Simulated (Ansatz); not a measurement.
A geometry of Mo away from equilibrium: step 2 of the relaxation of a relaxed Mo cell, doubled along one cell vector, shaken by Gaussian noise of σ = 0.08 Å a coordinate. Calculation: PBEsol (plane waves to 420 eV, PAW, scalar-relativistic; Ansatz, a program for electronic structure). Γ-centred k-mesh 5×9×7 on the run's cell (coarser than for final values), Fermi–Dirac smearing 0.05 eV. The plane waves were selected for a different cell earlier on the path.

```
Mo
1.0
    8.43403    -0.02833     0.03339
   -2.12078     3.61565    -0.00387
    0.01929     0.00597     4.81010
Mo
8
Direct
  0.99718   0.99425   0.24798
  0.48561   0.96313   0.23540
  0.01127   0.98770   0.74054
  0.51269   0.98516   0.74339
  0.15630   0.65351   0.24130
  0.66006   0.64380   0.24407
  0.34612   0.32143   0.73494
  0.83852   0.31166   0.74736
```

Problem. What forces act on the atoms (eV/Å)?

Solution. 
| atom | Fx | Fy | Fz |
|---|---|---|---|
| Mo1 | -0.65 | -0.41 | -0.87 |
| Mo2 | 0.08 | 0.11 | 1.05 |
| Mo3 | 0.04 | -0.07 | 0.89 |
| Mo4 | -0.09 | 0.37 | -1.07 |
| Mo5 | -0.07 | 0.20 | 0.02 |
| Mo6 | -0.23 | -0.13 | -0.09 |
| Mo7 | 0.14 | -0.39 | 0.11 |
| Mo8 | 0.80 | 0.33 | -0.05 |

The path ends in Im-3m (No. 229) (bcc (W type)). No spin polarisation in the result.

Of the parent cell (P6₃/mmc (No. 194)): it is a generated cell of Mo: the first start was made by placing the elements on the sites of a structure type, and the end was not matched to a known phase here, so it may be hypothetical. Known forms of Mo include space group No. 229.
